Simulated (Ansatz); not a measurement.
Nb3Au (A15 (Cr3Si type), Pm-3n) at seven volumes, the program Ansatz at the PBEsol level (PAW), scaled uniformly. One row is withheld.

```json
[
 {"V (Å³/atom)": "15.768", "P (GPa)": "23.25"},
 {"V (Å³/atom)": "16.288", "P (GPa)": "14.21"},
 {"V (Å³/atom)": "16.808", "P (GPa)": "6.53"},
 {"V (Å³/atom)": "17.327", "P (GPa)": "0.00"},
 {"V (Å³/atom)": "17.847", "P (GPa)": "-5.56"},
 {"V (Å³/atom)": "18.367", "P (GPa)": "?"},
 {"V (Å³/atom)": "18.887", "P (GPa)": "-14.31"}
]
```

Fit the shown pressures and predict the withheld one.

Third-order Birch–Murnaghan: P = (3/2)B₀(x^(7/2) − x^(5/2))[1 + (3/4)(B′ − 4)(x − 1)] with x = (V₀/V)^(2/3). Least squares on the six rows gives V₀ = 17.327 Å³/atom, B₀ = 200.5 GPa, B′ = 4.38. At V = 18.367, x = 0.9619 and P = -10.29 GPa. The run itself gave -10.29 GPa.

The first step of the workflow began from a Materials Project structure, measured or hypothetical; the Crystallography Open Database files this formula in space group No. 223, but the cells were not matched. Whether it is the stable phase at ambient conditions was not checked. The PBEsol relaxation kept the symmetry of its start; whether a distortion lowers the energy is not shown. No spin polarisation was allowed. Scalar-relativistic: spin–orbit coupling is off unless named, which matters more the heavier the elements.

Potentials: the later of the program's two PAW sets.
